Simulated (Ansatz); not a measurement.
Input:

Si3N4:
```
Si3N4
1.0
    0.00000     3.89466     3.89466
    3.89466     0.00000     3.89466
    3.89466     3.89466     0.00000
Si N
6 8
Direct
  0.62500   0.62500   0.62500
  0.12500   0.62500   0.62500
  0.62500   0.12500   0.62500
  0.62500   0.62500   0.12500
  0.25000   0.25000   0.25000
  0.00000   0.00000   0.00000
  0.86754   0.86754   0.86754
  0.39737   0.86754   0.86754
  0.86754   0.39737   0.86754
  0.86754   0.86754   0.39737
  0.38246   0.38246   0.38246
  0.85263   0.38246   0.38246
  0.38246   0.85263   0.38246
  0.38246   0.38246   0.85263
```

This is the PBE-relaxed structure.

Task: All from the program Ansatz at the PBE level (PAW), unless another level is named. Estimate the electronic dielectric constant ε∞ (DFPT).

Result: 5.31.

Task: And the Born charges (a third of the trace)?

Result: Si +3.59 to +3.68, N -2.74 e.

Task: Give the static dielectric constant ε0 (ions relaxed, cell fixed).

Result: 12.8.

Task: What about the Bader charges?

Result: Si +3.05 to +3.11, N -2.32 e.

Space group Fd-3m. Symmetry was held in the PBE relaxation.

Potentials: the later of the program's two PAW sets.
